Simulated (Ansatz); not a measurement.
LaScO₂F in space group P4/mmm (No. 123; La on 1d, Sc on 1a, O on 2f, F on 1b) under volume change, DFT-r²SCAN in the program Ansatz with PAW potentials, shape and atoms relaxed at each volume.

| V (Å³/atom) | E − E(relaxed) (meV/atom) | P (GPa) |
|---|---|---|
| 12.525 | 58.3 | 16.44 |
| 12.938 | 24.5 | 10.04 |
| 13.351 | ___ | ___ |
| 13.764 | 0.0 | 0.00 |
| 14.177 | 5.2 | -3.91 |
| 14.590 | ___ | ___ |
| 15.002 | 42.1 | -10.06 |

Some entries are withheld; supply them.


- 14.590, E − E(relaxed) (meV/atom): 19.7
- 14.590, P (GPa): -7.24
- 13.351, E − E(relaxed) (meV/atom): 5.8
- 13.351, P (GPa): 4.61

What does a third-order Birch–Murnaghan fit give for V₀, B₀ and B′?

V₀ = 13.76 Å³/atom, B₀ = 141 GPa, B′ = 4.4.

The start of the workflow was typed in or built on a structure type; neither database checked (COD, Materials Project) lists it. Its standing as an ambient phase is unchecked. The cell was relaxed with r²SCAN under the symmetry of its start; whether a distortion lowers the energy is not shown. No spin polarisation was allowed. The volume moved by -20 % from the start of the relaxation. Spin–orbit coupling is left out wherever it is not named.

Potentials: the earlier of the program's two PAW sets.
